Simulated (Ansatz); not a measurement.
## Response of SnPt$_{3}$ to small distortions

```xyz
4
Lattice="4.0000 0.0000 0.0000 0.0000 4.0000 0.0000 0.0000 0.0000 4.0000" Properties=species:S:1:pos:R:3 pbc="T T T"
Sn    0.0000    0.0000    0.0000
Pt    0.0000    2.0000    2.0000
Pt    2.0000    0.0000    2.0000
Pt    2.0000    2.0000    0.0000
```

Atoms are numbered in the order listed.

The geometry is COD entry 1523555, unchecked; take it as a test cell.

No spin–orbit coupling, which matters for the heavy atoms here.

These are results of DFT, LDA, all-electron LAPW, scalar-relativistic in Ansatz 0.2.0, not measurements.

Sampling and basis: a Γ-centred 8×8×8 k mesh, Fermi–Dirac smearing of 0.05 eV, basis error target 0.5 meV/atom, no spin polarisation.

The unchanged cell is at -3.59 GPa.

In a metal, stresses and small energies carry noise from the k mesh.

x, y and z are the Cartesian axes of the cell as listed; fractional coordinates follow a strain, and an engineering shear is twice the off-diagonal strain component.

(1) With this change (equal xy, yz and zx engineering shear strains of -2 %), what becomes of the energy and stress?

(2) With this change (equal xy, yz and zx engineering shear strains of -1 %), what becomes of the energy and stress?

(3) With this change (equal xy, yz and zx engineering shear strains of +1 %), what becomes of the energy and stress?

(4) With this change (equal xy, yz and zx engineering shear strains of +2 %), what becomes of the energy and stress?

Answers

(1) Energy change +4 meV/atom; stress change (xx, yy, zz, yz, xz, xy) 0.29, 0.29, 0.29, 1.44, 1.44, 1.44 GPa, compression positive.

(2) Energy change +1 meV/atom; stress change (xx, yy, zz, yz, xz, xy) 0.07, 0.07, 0.07, 0.71, 0.71, 0.71 GPa, compression positive.

(3) Energy change +1 meV/atom; stress change (xx, yy, zz, yz, xz, xy) 0.07, 0.07, 0.07, -0.73, -0.73, -0.73 GPa, compression positive.

(4) Energy change +4 meV/atom; stress change (xx, yy, zz, yz, xz, xy) 0.29, 0.29, 0.29, -1.48, -1.48, -1.48 GPa, compression positive.
